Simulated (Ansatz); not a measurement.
Si₂Ge, ordered on the diamond lattice (P3m1) with 6 atoms a cell at its r2SCAN geometry, run in Ansatz at 3 levels of theory. Spin-unpolarised throughout. Whether this structure exists isn't addressed.

The r2SCAN input:
```yaml
crystal:
  lattice:
    - [3.8969368921, 0.0, 0.0]
    - [-1.948468446, 3.3748463455, 0.0]
    - [0.0, 0.0, 9.5430829703]
  atoms:
    - { symbol: Si, position: [0.0, 0.0, -0.0034274485] }
    - { symbol: Si, position: [0.6666666667, 0.3333333333, 0.669907841] }
    - { symbol: Si, position: [0.3333333333, 0.6666666667, 0.3334685265] }
    - { symbol: Si, position: [0.6666666667, 0.3333333333, 0.9165511053] }
    - { symbol: Ge, position: [0.3333333333, 0.6666666667, 0.5847586951] }
    - { symbol: Ge, position: [0.0, 0.0, 0.2487412805] }
kpoints:
  mp_grid: { grid: [12, 12, 4] }
  band_path:
    path:
      - [0.0, 0.0, 0.0]
      - [0.5, 0.0, 0.0]
      - [0.3333333333, 0.3333333333, 0.0]
      - [0.0, 0.0, 0.5]
      - [0.5, 0.0, 0.5]
      - [0.3333333333, 0.3333333333, 0.5]
      - [0.0, 0.416667, 0.169271]
      - [0.0, 0.0, 0.1]
    npoints: 1
hamiltonian:
  xc: r2scan
scf:
  occupations: { method: fixed }
  n_extra_bands: 5
output:
  forces: true
  stress: true
  eigenvalues: true
```

Main results, then, where recorded, the levels near the gap in eV from the Fermi energy (columns number the bands from 0), one row a point of the path (Γ, M, K, A, L, H, (0, 0.417, 0.169), Γ–A (0.20)):
```
Crystal: 6 atoms, lattice volume = 125.506 Å³
Symmetry: 6 space group operations
Space group: P3m1 (ITA 156)
```
```
Basis set: ecut = 500 eV, 3185 PW (Γ)
k-points: 69 of 576 (time reversal used)
SCF converged after 7 iterations
Free energy (F): -11162.015487 eV
Fermi energy:    6.964543 eV
--- Forces (eV/Å), atoms counted from 1 ---
  atom   1  Si      0.00000      0.00000      0.00005
  atom   2  Si      0.00000      0.00000      0.00092
  atom   3  Si      0.00000      0.00000    -0.00011
  atom   4  Si      0.00000      0.00000      0.00017
  atom   5  Ge      0.00000      0.00000      0.00010
  atom   6  Ge      0.00000      0.00000    -0.00113
--- Stress (GPa, compression-positive) ---
        0.001664       0.000000       0.000000
        0.000000       0.001664       0.000000
        0.000000       0.000000       0.003782
  P = ⅓ Tr σ = 0.0024 GPa (0.024 kbar)
```
```tsv
band_18	band_19	band_20	band_21	band_22	band_23	band_24
-1.047	-0.030	0.000	0.000	1.551	1.646	2.671
-3.041	-2.981	-2.020	-1.918	0.828	1.013	2.141
-4.596	-2.373	-2.325	-2.280	1.671	1.675	1.970
-0.605	-0.605	-0.419	-0.419	1.387	2.229	2.255
-2.867	-2.733	-1.374	-1.368	1.119	1.364	1.432
-4.191	-2.981	-2.943	-2.940	3.488	3.511	3.778
-2.993	-2.240	-1.768	-1.568	0.739	1.405	1.931
-1.008	-0.234	-0.028	-0.028	1.513	1.713	2.678
```

r2SCAN gives an indirect gap of 0.74 eV, from Γ to k = (0, 0.417, 0.169); the least direct gap is 1.54 eV at Γ–A (0.20 of the way from Γ).

**Question.** Another run on the same cell gave
```
Basis set: ecut = 420 eV, 2515 PW (Γ)
k-points: 14 of 72 (time reversal used)
hybrid outer 1: dexx = +1.882e-2 eV, tail = 5.76e-5 eV
hybrid outer 2: dexx = +1.458e-6 eV, tail = 3.29e-8 eV, Δε = 1.96e-3 eV, ΔF = 1.08e-3 eV/Å
hybrid SCF converged: 2 outer / 14 inner (+4 warm-up)
Free energy (F): -11136.765704 eV
Fermi energy:    6.751619 eV
--- Forces (eV/Å), atoms counted from 1 ---
  atom   1  Si      0.00000      0.00000    -0.03027
  atom   2  Si      0.00000      0.00000      0.02901
  atom   3  Si      0.00000      0.00000    -0.00234
  atom   4  Si      0.00000      0.00000    -0.00109
  atom   5  Ge      0.00000      0.00000      0.01227
  atom   6  Ge      0.00000      0.00000    -0.00764
--- Stress (GPa, compression-positive) ---
        0.227468       0.000000       0.000000
        0.000000       0.227468       0.000000
        0.000000       0.000000      -0.106616
  P = ⅓ Tr σ = 0.1161 GPa (1.161 kbar)
```
```tsv
band_18	band_19	band_20	band_21	band_22	band_23	band_24
-1.063	-0.025	0.000	0.000	1.923	2.018	3.097
-3.150	-3.086	-2.091	-1.971	1.172	1.344	2.533
-4.819	-2.465	-2.396	-2.347	2.050	2.056	2.324
-0.615	-0.615	-0.407	-0.407	1.738	2.643	2.680
-2.985	-2.833	-1.408	-1.407	1.481	1.717	1.773
-4.386	-3.102	-3.039	-3.035	3.932	3.976	4.179
-3.109	-2.317	-1.807	-1.610	1.077	1.758	2.304
-1.024	-0.227	-0.027	-0.027	1.877	2.091	3.129
```
Which level of theory gave it?

**Answer.** It is HSE06, judged by the exchange loop and the size of the gap (a near hybrid could fit too), on 6×6×2; the blocks that differ from the first input, but for the band path:
```yaml
kpoints:
  mp_grid: { grid: [6, 6, 2] }
hamiltonian:
  xc: hse06
```
With HSE06 the valence top lies at Γ and the conduction bottom at k = (0, 0.417, 0.169), 1.08 eV higher; the smallest vertical gap, at Γ–A (0.20 of the way from Γ), is 1.90 eV. The mean stress, +0.1 GPa, is small, and the program warns that its thresholds are loose for a hybrid's stress.

**Question.** In the first input these blocks are replaced (the band path and keys that only write files left aside):
```yaml
kpoints:
  mp_grid: { grid: [6, 6, 2] }
hamiltonian:
  xc: pbe0
```
What comes out?

**Answer.**
```
Basis set: ecut = 420 eV, 2515 PW (Γ)
k-points: 14 of 72 (time reversal used)
hybrid outer 1: dexx = +2.903e-2 eV, tail = 9.40e-5 eV
hybrid outer 2: dexx = +6.357e-6 eV, tail = 5.32e-8 eV, Δε = 3.16e-3 eV, ΔF = 1.78e-3 eV/Å
hybrid SCF converged: 2 outer / 14 inner (+4 warm-up)
Free energy (F): -11137.443380 eV
Fermi energy:    6.432764 eV
--- Forces (eV/Å), atoms counted from 1 ---
  atom   1  Si      0.00000      0.00000    -0.02483
  atom   2  Si      0.00000      0.00000      0.02483
  atom   3  Si      0.00000      0.00000    -0.00265
  atom   4  Si      0.00000      0.00000    -0.00171
  atom   5  Ge      0.00000      0.00000      0.01274
  atom   6  Ge      0.00000      0.00000    -0.00841
--- Stress (GPa, compression-positive) ---
        0.025453       0.000000       0.000000
        0.000000       0.025453       0.000000
        0.000000       0.000000      -0.286352
  P = ⅓ Tr σ = -0.0785 GPa (-0.785 kbar)
```
```tsv
band_18	band_19	band_20	band_21	band_22	band_23	band_24
-1.087	-0.024	0.000	0.000	2.557	2.651	3.737
-3.210	-3.150	-2.134	-2.010	1.813	1.988	3.186
-4.923	-2.515	-2.441	-2.391	2.695	2.700	2.973
-0.629	-0.629	-0.416	-0.416	2.370	3.285	3.318
-3.041	-2.886	-1.434	-1.433	2.126	2.348	2.418
-4.479	-3.167	-3.100	-3.096	4.607	4.654	4.854
-3.149	-2.362	-1.816	-1.641	1.710	2.404	2.955
-1.047	-0.220	-0.027	-0.027	2.510	2.725	3.773
```
PBE0 gives an indirect gap of 1.71 eV, from Γ to k = (0, 0.417, 0.169); the least direct gap is 2.54 eV at Γ–A (0.20 of the way from Γ). The mean stress, -0.1 GPa, is small, and the program warns that its thresholds are loose for a hybrid's stress.

Small level splittings and stresses of the hybrids carry the error of their coarser meshes.

Totals of different functionals can't be compared.

The runs are scalar-relativistic, without spin-orbit coupling.
